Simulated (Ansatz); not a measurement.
A geometry of SnO away from equilibrium: the start of the relaxation of a randomly generated symmetric cell of SnO (space group No. 73). All values below come from PBE (plane waves to 420 eV, PAW, scalar-relativistic; Ansatz, an electronic-structure program). Γ-centred k-mesh 6×6×6 on the run's cell (coarser than for final values), Fermi–Dirac smearing 0.05 eV.

```xyz
8
Lattice="-2.7787 3.3538 4.0825 2.7787 -3.3538 4.0825 2.7787 3.3538 -4.0825" Properties=species:S:1:pos:R:3 pbc="T T T"
O      2.1663     3.3538    -2.0413
O      0.6124     3.3538     2.0413
O      0.6124     0.0000     6.1238
O      2.1663     0.0000     2.0413
Sn     2.7787     1.6769    -0.8556
Sn     0.0000     1.6769     0.8556
Sn     0.0000     1.6769     4.9381
Sn     2.7787     1.6769     3.2270
```

Task: What forces act on the atoms (eV/Å)?

Result: 
| atom | Fx | Fy | Fz |
|---|---|---|---|
| O1 | -0.22 | 0.00 | 0.00 |
| O2 | 0.22 | 0.00 | 0.00 |
| O3 | 0.22 | 0.00 | 0.00 |
| O4 | -0.22 | 0.00 | 0.00 |
| Sn5 | 0.00 | 0.00 | -0.87 |
| Sn6 | 0.00 | 0.00 | 0.87 |
| Sn7 | 0.00 | 0.00 | 0.87 |
| Sn8 | 0.00 | 0.00 | -0.87 |

Task: What is the pressure?

Result: -4.4 GPa, compression positive.

Task: How much energy per atom can still be gained by relaxing?

Result: 0.48 eV/atom; the path ends in P4/nmm (No. 129) (AFLOW prototype AB_tP4_129_a_c (B10, as in PbO)).

No spin polarisation in the result.

The run could not lose the symmetry of its start.

The first start was generated by a random draw of sites in a space group. A measured structure of SnO has the same space group, P4/nmm (No. 129); the sites were not compared with it.
